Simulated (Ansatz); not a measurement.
Crystals of one structure type (rock salt) and one family of elements, relaxed and computed with the program Ansatz at the LDA level (PAW).

```json
[
 {"crystal": "RbBr", "K_Hill (GPa)": "18.4", "G_Hill (GPa)": "8.1"},
 {"crystal": "KBr", "K_Hill (GPa)": "20.3", "G_Hill (GPa)": "9.7"},
 {"crystal": "KCl", "K_Hill (GPa)": "24.3", "G_Hill (GPa)": "11.8"},
 {"crystal": "NaCl", "K_Hill (GPa)": "32.1", "G_Hill (GPa)": "17.8"},
 {"crystal": "LiBr", "K_Hill (GPa)": "33.3", "G_Hill (GPa)": "?"},
 {"crystal": "KF", "K_Hill (GPa)": "43.7", "G_Hill (GPa)": "21.1"},
 {"crystal": "NaF", "K_Hill (GPa)": "61.0", "G_Hill (GPa)": "37.4"}
]
```

Fit a straight line to ln G against ln K and predict the withheld value.

Least squares on the 6 shown rows: ln G = 1.21 × ln K + (-1.398), with a scatter of 7 %. For LiBr this gives 17.2. The run itself gave 21.9, outside the scatter: the line misses something about this case.

All cells were relaxed under the symmetry of their starts (and spin orders); stability against distortions was not tested throughout. Spin–orbit coupling is left out wherever it is not named.

Potentials: the later of the program's two PAW sets.
